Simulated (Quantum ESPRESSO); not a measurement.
## Ca2ZnMgO4 (a curve over one atom's position)

Computed values, not a measurement. The program is pw.x of Quantum ESPRESSO 7.5 (plane-wave density functional theory). The cell is made up: 8 atoms on a rocksalt lattice, with randomly drawn elements, strain and displacements, not relaxed. PseudoDojo standard norm-conserving files (v0.5 for PBE, v0.4.1 for LDA and PBEsol) set the functional; there is no spin polarisation, spin-orbit coupling or dispersion term, and the masses in the input are unused placeholders.

Seven runs move atom 2 (Zn, counted in the order of the input) along z and keep all else fixed.

Input of the run at -0.0143:

```
&control calculation='scf', pseudo_dir='./dojo.nc.sr.pbe.v0_5.standard.upf', outdir='./o', disk_io='medium', tprnfor=.true., tstress=.true. /
&system ibrav=0, nat=8, ntyp=4, nbnd=43, ecutwfc=84.00895049, nosym=.true., tot_charge=0,
 occupations='smearing', smearing='fd', degauss=0.0018374661
/
&electrons conv_thr=7.350e-09, electron_maxstep=60, /
ATOMIC_SPECIES
Ca 1.0 Ca.upf
Mg 1.0 Mg.upf
O 1.0 O.upf
Zn 1.0 Zn.upf
CELL_PARAMETERS angstrom
4.6463 0.0 0.0
0.0 4.6463 0.0
0.0 0.0 4.6463
ATOMIC_POSITIONS angstrom
Ca -0.0469 0.0185 0.0223
Zn 0.0218 2.3075 2.315
Mg 2.3314 -0.0074 2.3136
Ca 2.3125 2.3805 0.042
O 2.3525 -0.0443 -0.0951
O 2.3468 2.2989 2.3079
O 4.6519 -0.0117 2.2807
O 4.6074 2.353 0.0261
K_POINTS automatic
4 4 4 1 1 1
```

```
shift of atom 2 along z (Å)  free energy less that of the input shown (eV)  Fx on atom 2 (eV/Å)  Fy on atom 2 (eV/Å)  Fz on atom 2 (eV/Å)  pressure (GPa)  iterations
                    -0.1055                                         0.0040               -0.102                0.052                0.100           -3.02          12
                    -0.0888                                         0.0025               -0.102                0.052                0.075           -3.07          12
                    -0.0590                                         0.0008               -0.103                0.052                0.039           -3.15          12
                    -0.0299                                         0.0001               -0.103                0.053                0.011           -3.20          12
                    -0.0143                                         0.0000               -0.103                0.053               -0.002           -3.22          12
                    +0.0750                                         0.0032               -0.103                0.053               -0.073           -3.23          12
                    +0.0887                                         0.0043               -0.103                0.054               -0.087           -3.21          12
```

A cubic fit gives dFz/dz = -0.75 eV/Å² at zero shift. Across the table the free energy follows the integral of the force to within 0.2 meV. A rerun of one of the cells at 1437 eV and a 6 x 6 x 6 mesh moved values by no more than 0.002 eV in energy, 0.04 GPa in stress and 0.002 eV/Å in force.